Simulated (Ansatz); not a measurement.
Density of states of a Ag3Sn2Bi2Te12Pb5 cell (elements on a rock salt lattice, relaxed), per eV and atom, broadened by Gaussian smearing of width 0.1 eV and averaged over bins of 0.4 eV, from 8 eV under the Fermi level at most up to where the solved bands end.

Computed with Ansatz, DFT PBEsol, scalar-relativistic, plane waves, PAW.

Settings: cutoff 420 eV, Γ-centred mesh 5×5×3 on the computed 24-atom cell, Gaussian smearing of 0.10 eV; no spin polarisation.

```yaml
crystal:
  lattice:
    - [-6.33415, -6.34561, -0.00263]
    - [0.02942, 6.31838, 6.29533]
    - [-6.31175, 6.32066, -6.32706]
  atoms:
    - { symbol: Ag, position: [0.49533, 0.05182, 0.00380] }
    - { symbol: Ag, position: [0.17563, 0.34017, 0.34051] }
    - { symbol: Ag, position: [0.79152, 0.61407, 0.66238] }
    - { symbol: Sn, position: [0.97026, 0.99626, 0.99692] }
    - { symbol: Sn, position: [0.83988, 0.16073, 0.66388] }
    - { symbol: Te, position: [0.16867, 0.32849, 0.83215] }
    - { symbol: Te, position: [0.67803, 0.32904, 0.82933] }
    - { symbol: Te, position: [0.50633, 0.50124, 0.49829] }
    - { symbol: Te, position: [0.99146, 0.51798, 0.52496] }
    - { symbol: Te, position: [0.31362, 0.62026, 0.18898] }
    - { symbol: Te, position: [0.83994, 0.66703, 0.16656] }
    - { symbol: Te, position: [0.21447, 0.85209, 0.85617] }
    - { symbol: Te, position: [0.70478, 0.81538, 0.80391] }
    - { symbol: Te, position: [0.51284, 0.00371, 0.50266] }
    - { symbol: Te, position: [0.02158, 0.04702, 0.47873] }
    - { symbol: Te, position: [0.32777, 0.16552, 0.16885] }
    - { symbol: Te, position: [0.78934, 0.13737, 0.13937] }
    - { symbol: Pb, position: [0.33559, 0.16648, 0.66546] }
    - { symbol: Pb, position: [0.50444, 0.49662, 0.99469] }
    - { symbol: Pb, position: [0.00633, 0.50120, 0.00221] }
    - { symbol: Pb, position: [0.67265, 0.83945, 0.33098] }
    - { symbol: Pb, position: [0.17010, 0.82533, 0.33592] }
    - { symbol: Bi, position: [0.63891, 0.33457, 0.32965] }
    - { symbol: Bi, position: [0.31794, 0.67242, 0.67745] }
```

| E − E_F (eV) | total | Te 5p | Ag 4d | Pb 6p | Bi 6p |
| --- | --- | --- | --- | --- | --- |
| -7.85 | 0.318 | 0.048 | 0.002 | 0.003 | 0.000 |
| -7.45 | 0.162 | 0.024 | 0.001 | 0.002 | 0.000 |
| -7.05 | 0.191 | 0.046 | 0.002 | 0.001 | 0.003 |
| -6.65 | 0.176 | 0.040 | 0.003 | 0.002 | 0.001 |
| -6.25 | 0.049 | 0.008 | 0.001 | 0.001 | 0.000 |
| -5.85 | 0.001 | 0.000 | 0.000 | 0.000 | 0.000 |
| -5.45 | 0.000 | 0.000 | 0.000 | 0.000 | 0.000 |
| -5.05 | 0.104 | 0.054 | 0.006 | 0.016 | 0.016 |
| -4.65 | 0.839 | 0.315 | 0.323 | 0.060 | 0.070 |
| -4.25 | 1.337 | 0.398 | 0.733 | 0.062 | 0.049 |
| -3.85 | 1.403 | 0.264 | 0.971 | 0.057 | 0.042 |
| -3.45 | 0.978 | 0.299 | 0.481 | 0.073 | 0.050 |
| -3.05 | 0.873 | 0.426 | 0.183 | 0.103 | 0.063 |
| -2.65 | 0.884 | 0.494 | 0.108 | 0.116 | 0.054 |
| -2.25 | 0.816 | 0.496 | 0.067 | 0.105 | 0.041 |
| -1.85 | 0.722 | 0.494 | 0.034 | 0.076 | 0.030 |
| -1.45 | 0.833 | 0.617 | 0.035 | 0.062 | 0.025 |
| -1.05 | 0.657 | 0.478 | 0.029 | 0.039 | 0.021 |
| -0.65 | 0.584 | 0.403 | 0.036 | 0.031 | 0.021 |
| -0.25 | 0.443 | 0.301 | 0.037 | 0.023 | 0.014 |
| 0.15 | 0.168 | 0.105 | 0.016 | 0.010 | 0.011 |
| 0.55 | 0.246 | 0.057 | 0.003 | 0.030 | 0.087 |
| 0.95 | 0.420 | 0.084 | 0.002 | 0.105 | 0.117 |
| 1.35 | 0.479 | 0.077 | 0.002 | 0.216 | 0.047 |

The columns after the total are the largest Löwdin projections on the valence shells of the potentials, so they needn't add up, and the weight of a shell that a potential lacks goes to other orbitals. The cell has no gap on the mesh.

Spin-orbit coupling is left out, which matters for the bands of heavy elements.

Cost: 2 runs of about 39 core-minutes in all (earlier runs that led there not counted), on Intel Xeon Platinum 8488C (Sapphire Rapids) (shared hosts).